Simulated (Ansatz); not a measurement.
The relaxed structure here is a generated cell of InSe: the first start was made by placing the elements on the sites of a structure type, and the end was not matched to a known phase here, so it may be hypothetical. Known forms of InSe include space group No. 194.

One stationary structure of InSe. Space group P4₂/m (No. 84). Level of theory: PBEsol (plane waves to 420 eV, PAW, scalar-relativistic; Ansatz, an electronic-structure program).

Space group P4₂/m (No. 84); a = 8.4035 Å, b = 8.4035 Å, c = 4.0630 Å, α = 90.00°, β = 90.00°, γ = 90.00°

```json
[
 {"atom": "Se", "site": "4j", "symmetry": "m..", "x": "0.2108", "y": "0.2605", "z": "0.0000"},
 {"atom": "In", "site": "4j", "symmetry": "m..", "x": "0.6640", "y": "0.0283", "z": "0.0000"}
]
```

Q: Estimate the band gap that PBEsol returns for this input.

A: 0.45 eV, indirect (valence top at Γ, conduction bottom at R) (no spin-orbit coupling).

Q: Estimate the smallest direct gap that PBEsol returns for this input.

A: 0.52 eV at Γ.

No spin polarisation in the result.

It was reached from a disturbed copy of a P4₂/mnm (No. 136) cell (AFLOW prototype AB_tP8_136_g_f (as in BeO)), against which it lies -0.08 eV/atom.
